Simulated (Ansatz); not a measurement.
F (simple cubic, Pm-3m) at seven volumes, DFT-PBE in the program Ansatz with PAW potentials, scaled uniformly. One row is withheld.

```
V (Å³/atom)  P (GPa)
-----------  -------
9.543           7.61
9.858           4.57
10.172          2.06
10.487         -0.01
10.801         -1.72
11.116         -3.14
11.431             ?
```

### Question
Fit the shown pressures and predict the withheld one.

### Answer
P = (3/2)B₀(x^(7/2) − x^(5/2))[1 + (3/4)(B′ − 4)(x − 1)] with x = (V₀/V)^(2/3). Least squares on the six rows gives V₀ = 10.485 Å³/atom, B₀ = 62.8 GPa, B′ = 5.36. At V = 11.431, x = 0.9440 and P = -4.30 GPa. The run itself gave -4.30 GPa.

A made-up cell: these elements were put on the sites of a structure type; neither database checked (COD, Materials Project) lists it. It is not the usual solid phase (space group No. 15). Symmetry was held in the PBE relaxation; its stability against distortions is not shown here. The substance is a gas or liquid at ambient conditions.

Potentials: the later of the program's two PAW sets.
